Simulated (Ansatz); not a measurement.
Relaxed-ion elastic tensor of CaGeO3 in space group Pnma (No. 62; Ca on 4c, Ge on 4b, O on 8d, O on 4c) in GPa (Voigt order), the program Ansatz at the PBEsol level (PAW); density 5.13 g/cm³, 10.40 Å³ per atom.

```
 311   116   112   0.0   0.0   0.0
 116   314   131   0.0   0.0   0.0
 112   131   316   0.0   0.0   0.0
 0.0   0.0   0.0   118   0.0   0.0
 0.0   0.0   0.0   0.0  92.1   0.0
 0.0   0.0   0.0   0.0   0.0   136
```

### Question
Is the crystal mechanically stable?

### Answer
Yes: the smallest eigenvalue of C is 92.1 GPa.

### Question
Work out the Voigt, Reuss and Hill averages.

### Answer
K_V = 184, K_R = 184, K_H = 184; G_V = 108, G_R = 106, G_H = 107 GPa.

### Question
Give Young's modulus, Poisson's ratio, Pugh's ratio and the universal anisotropy index.

### Answer
E = 9KG/(3K + G) = 269 GPa; ν = 0.26; K/G = 1.72 (near the Pugh limit of 1.75, no verdict); A_U = 5G_V/G_R + K_V/K_R − 6 = 0.12.

### Question
Estimate the sound speeds and the Debye temperature.

### Answer
v_l = √((K + 4G/3)/ρ) = 7980 m/s, v_t = √(G/ρ) = 4570 m/s, mean 5070 m/s; Θ = (h/k)(3n/4πV)^(1/3) v_m = 692 K.

### Question
Solve the Christoffel equation for the three sound speeds along x, y, z.

### Answer
Eigenvalues of C_ijkl n_j n_l equal ρv². In km/s, slowest first: x 4.24, 5.16, 7.78; y 4.80, 5.16, 7.83; z 4.24, 4.80, 7.84.

### Question
How much does each axis shrink under pressure?

### Answer
Linear compressibilities β_i = Σ_j S_ij (j = 1 to 3): x 1.9, y 1.7, z 1.8 per TPa.

The first step of the workflow began from a Materials Project structure, measured or hypothetical; the Crystallography Open Database files this formula in space group No. 62, but the cells were not matched. Its standing as an ambient phase is unchecked. The cell was relaxed with PBEsol under the symmetry of its start; whether a distortion lowers the energy is not shown.

Potentials: the later of the program's two PAW sets.
